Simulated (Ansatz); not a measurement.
## Checking a converged run of Ni

Ni is taken as an experimental structure (space group Fm-3m, primitive cell doubled), 2 atoms in the cell. The computed pressure is over 10 GPa in size, so the cell is far from the computed equilibrium volume. Source: COD entry 9013030; it may be a high-temperature, high-pressure or metastable form.

Method: DFT, r2SCAN, PAW, plane waves, scalar-relativistic (Ansatz).

```yaml
crystal:
  lattice:
    - [0.0, 1.7905, 1.7905]
    - [1.7905, 0.0, 1.7905]
    - [3.581, 3.581, 0.0]
  atoms:
    - { symbol: Ni, position: [0.0, 0.0, 0.0], spin: 2.0 }
    - { symbol: Ni, position: [0.0, 0.0, 0.5], spin: 2.0 }
magnetization:
  spin_polarized: true
hamiltonian:
  xc: r2scan
  pseudopotentials: { kind: paw }
basis:
  ecutwfc: 500
kpoints:
  mp_grid: { grid: [13, 13, 7] }
scf:
  occupations: { method: fermi_dirac, width: 0.05 }
  lower_state_search: "off"
  algorithm: density_mixing
  mixing: { algorithm: broyden, beta: 0.3 }
output:
  forces: true
  stress: true
  write_density: true
  write_potential: true
  elf: true
  volumetric_format: npy
```

Launched as:
```sh
ansatz run input.yaml --threads 2 --pin off --max-ram 5120MiB --backend cpu --events-out ev --progress --plain --runs-dir out
```

It took 46 s on 2 threads of Arm Neoverse V1, on a shared host, peak memory 0.64 GiB.

The end of the output:

```
SCF converged after 14 iterations
Magnetization: 1.5937 μB (18.7968 up, 17.2032 down)
Absolute magnetization: 1.9673 μB (∫|ρ↑−ρ↓|, with the PAW one-centre terms)
Spin contamination: 0.0520 ħ² per cell (⟨S²⟩ above its minimum at these occupations)
Per-site moments (μB) at R_I (Å): [(0.8697, 1.0445), (0.8697, 1.0445)]
Free energy (F): -11690.487765 eV
Harris-Foulkes:  -11690.487765 eV  (|F-HF|=4.52e-8)
Internal energy: -11690.465979 eV  (E = F + TS)
E sigma→0 (E₀):  -11690.476872 eV
Entropy (-TS):   -0.021786 eV (-10.893 meV/atom)
Fermi energy:    16.960389 eV
--- Forces (eV/Å), atoms counted from 1 ---
  atom   1  Ni     0.00000000     0.00000000    -0.00000000
  atom   2  Ni     0.00000000    -0.00000000    -0.00000000
--- Stress (GPa, compression-positive) ---
      -15.196968      -0.130991       0.048585
       -0.130991     -15.196968       0.048585
        0.048626       0.048626     -15.119044
  P = ⅓ Tr σ = -15.1710 GPa (-151.710 kbar)
```

The mesh has less symmetry than the lattice, which lowers the symmetry of the run.

r2SCAN tends to overstate moments and magnetic energies in itinerant metals.

Site moments are taken inside atomic spheres and don't add up to the total.

Task: Would you trust this as the ground state? If a lower solution is known, describe it.

Result: None of the other runs went lower. It is the lowest of 3 states reached by 14 converged runs, and the next lies 92.7 meV/atom higher (antiferromagnetic, site moments Ni1 0.60, Ni2 -0.60 μB, total 0.00 μB per cell, no gap on the k-mesh). That doesn't prove a ground state. This multiple of the primitive cell fits some opposed orders; other multiples fit others. Orders that need a larger cell or non-collinear spins weren't tried.
